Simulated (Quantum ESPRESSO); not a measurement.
# Kohn-Sham bands of SiO₂ (P3₁21)

```
SiO2
1.0
    4.91497     0.00000     0.00000
   -2.45749     4.25649     0.00000
    0.00000     0.00000     5.43130
Si O
3 6
Direct
  0.53109   0.53109   0.00000
  0.46891   0.00000   0.33333
  0.00000   0.46891   0.66667
  0.26922   0.41339   0.78489
  0.58661   0.85583   0.11822
  0.14417   0.73078   0.45156
  0.41339   0.26922   0.21511
  0.85583   0.58661   0.88178
  0.73078   0.14417   0.54844
```

Structure: Materials Project mp-7000, symmetrised, not relaxed again. COD (Crystallography Open Database) has the formula in 34 space groups, this one among them (matched by group alone). Computed values, not measurements, from PBEsol: Quantum ESPRESSO (norm-conserving PseudoDojo potentials, cutoff 68 Ry, no spin polarisation, no spin-orbit coupling) on a Γ-centred 6×6×4 mesh, then Wannier90. Density: 12×12×6 mesh, cold smearing 0.01 Ry.

### Question
List the Kohn-Sham levels between −8 and 8.9 eV relative to the valence-band maximum at the high-symmetry points, as a band run of pw.x on that density gives them (levels within 2 meV counted together).

### Answer
```json
[
 {"point": "Γ", "k (reciprocal lattice)": "0.000 0.000 0.000", "levels (eV)": "-5.45, -5.41, -5.24 (×2), -2.95 (×2), -2.68, -2.46, -1.49 (×2), -1.46, -1.00 (×2), -0.69, -0.31 (×2), 5.87"},
 {"point": "M", "k (reciprocal lattice)": "0.500 0.000 0.000", "levels (eV)": "-7.38, -5.89, -5.44, -5.43, -4.62, -3.09, -2.92, -2.69, -2.29, -2.09, -1.75, -1.65, -1.10, -1.03, -0.77, -0.27, -0.04, 8.11, 8.86"},
 {"point": "K", "k (reciprocal lattice)": "0.333 0.333 0.000", "levels (eV)": "-6.71 (×2), -5.33 (×2), -4.52, -2.94 (×2), -2.89, -2.06 (×2), -1.89, -1.72, -1.22 (×2), -0.43 (×2), 0.00, 8.77 (×2)"},
 {"point": "A", "k (reciprocal lattice)": "0.000 0.000 0.500", "levels (eV)": "-6.27 (×2), -5.60 (×2), -4.66, -2.72 (×2), -2.65, -2.00 (×2), -1.82 (×2), -1.53, -1.20, -0.22 (×2), -0.09, 7.81 (×2)"},
 {"point": "L", "k (reciprocal lattice)": "0.500 0.000 0.500", "levels (eV)": "-7.26, -6.40, -5.32, -5.05, -4.95, -3.21, -3.20, -2.43, -2.12, -2.07, -1.55, -1.27, -1.15, -0.88, -0.84, -0.60, -0.18, 8.74"},
 {"point": "H", "k (reciprocal lattice)": "0.333 0.333 0.500", "levels (eV)": "-7.70 (×2), -6.55, -5.14 (×2), -4.99, -3.29, -2.82 (×2), -1.95 (×2), -1.93, -0.97, -0.94 (×2), -0.76, -0.58 (×2), 8.83"}
]
```
